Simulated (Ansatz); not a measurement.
ZrPt₃: zone-centre modes under pressure

ZrPt₃, Pm-3m, a = 3.972 Å. The structure is a COD entry; whether it is the stable form wasn't checked. Ansatz: LDA, PAW, 420 eV, Γ-centred 10×10×10 mesh on 4 atoms, Fermi-Dirac smearing 0.15 eV; no spin polarisation. Cell and atoms are relaxed at each pressure with the symmetry kept; optical modes at Γ by linear response, in cm⁻¹, matched by rank (the highest 3 distinct ones).

| P (GPa) | V (Å³/atom) | ω1 | ω2 | ω3 |
| --- | --- | --- | --- | --- |
| 0 | 15.663 | 119.1 | 144.2 | 182.0 |
| 2 | 15.547 | 121.5 | 146.8 | 186.1 |
| 6 | 15.330 | ? | ? | ? |

Question: Get each mode's Grüneisen parameter γ = −d ln ω/d ln V from the other rows and predict the missing frequencies.

Answer: ln(V/V0) = 0.0000, -0.0074, -0.0215; a line through ln(ω/ω0) of the 2 known rows gives ω1: γ = 2.696, predicted 126.2, computed 125.9; ω2: γ = 2.415, predicted 151.9, computed 151.8; ω3: γ = 3.010, predicted 194.2, computed 193.9. The worst miss is 0.2 %, or 5 % of the shift under pressure, so a constant γ serves at that level. In a metal these frequencies hang on the mesh and smearing.

Spin–orbit coupling is left out, which can shift energies with elements as heavy as these.